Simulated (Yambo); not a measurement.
```xyz
3
Lattice="0.0000 2.1354 2.1354 2.1354 0.0000 2.1354 2.1354 2.1354 0.0000" Properties=species:S:1:pos:R:3 pbc="T T T"
Be     3.2031     3.2031     3.2031
Be     1.0677     1.0677     1.0677
C      0.0000     0.0000     0.0000
```

Be$_{2}$C (space group Fm-3m, No. 225): mean Im ε in 1 eV windows above the direct gap of 5.58 eV, for different electron-hole kernels (Yambo, broadening 0.15 eV, LDA (Quantum ESPRESSO, PseudoDojo norm-conserving, 88 Ry, scalar-relativistic) bands; 10×10×10 mesh, 3 valence and 4 conduction bands, static screening with 13 bands and a 4 Ry block, scissor 1.46 eV, Tamm-Dancoff; field along x).

| window (eV) | independent quasiparticles | RPA (no attraction) | TDDFT, adiabatic LDA kernel | BSE |
|---|---|---|---|---|
| 5.6 to 6.6 | 2.2 | 1.8 | 2.0 | 4.9 |
| 6.6 to 7.6 | 3.9 | 3.2 | 3.5 | 11 |
| 7.6 to 8.6 | 11 | 8.1 | 9.5 | 27 |
| 8.6 to 9.6 | 20 | 17 | 19 | 11 |
| 9.6 to 10.6 | 14 | 14 | 14 | 7.0 |
| 10.6 to 11.6 | 6.9 | 8.8 | 7.8 | 3.1 |

This run doesn't resolve bound excitons or single peaks, so only averages are given, and they too depend on the mesh; weight that the attraction moves below the gap isn't listed. All transitions below 11.91 eV are in the band window. The scissor comes from a G0W0 run whose convergence isn't established.

Geometry relaxed with LDA.
